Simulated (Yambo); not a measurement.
Yambo run on SiC (2H, space group P6_3mc, No. 186). The wavefunctions are norm-conserving PBE (Quantum ESPRESSO, 82 Ry, scalar-relativistic) ones on a 6×6×4 mesh (8 occupied bands); a = 3.074 Å, b = 3.074 Å, c = 5.045 Å, α = 90.00°, β = 90.00°, γ = 120.00°.

Yambo input:

```
rim_cut
HF_and_locXC
RandQpts= 1000000
RandGvec= 1 Ry
EXXRLvcs= 82 Ry
VXCRLvcs= 328 Ry
% QPkrange
 1 | 1 | 8 | 9 |
 3 | 3 | 8 | 9 |
 10 | 10 | 8 | 9 |
 12 | 12 | 8 | 9 |
 19 | 19 | 8 | 9 |
 21 | 21 | 8 | 9 |
%
```

k points by index: 1 = Γ, 3 = A, 10 = M, 12 = L, 19 = K, 21 = H.

The o-*.hf file then holds:

```
#    K-point    Band    Eo [eV]    Ehf [eV]    Vxc [eV]    Vnlxc [eV]
#
    1    8    0.000000    -2.527920    -15.02853    -17.55645
    1    9    4.823628    9.939756    -12.16254    -7.046411
    3    8    -0.712571    -3.560401    -14.69810    -17.54593
    3    9    5.915716    11.26551    -12.02459    -6.674803
    10    8    -1.198122    -4.239693    -14.52125    -17.56282
    10    9    2.789983    7.263086    -10.57822    -6.105113
    12    8    -2.336676    -5.708253    -14.02572    -17.39730
    12    9    3.294335    7.836141    -10.94225    -6.400440
    19    8    -3.839772    -7.798709    -13.15089    -17.10983
    19    9    2.278900    6.504721    -9.906794    -5.680973
    21    8    -1.740961    -4.930818    -14.27461    -17.46447
    21    9    5.085833    10.15258    -11.43291    -6.366158
```
Exchange alone, without screening.

Geometry of the Materials Project entry, not relaxed at this level.
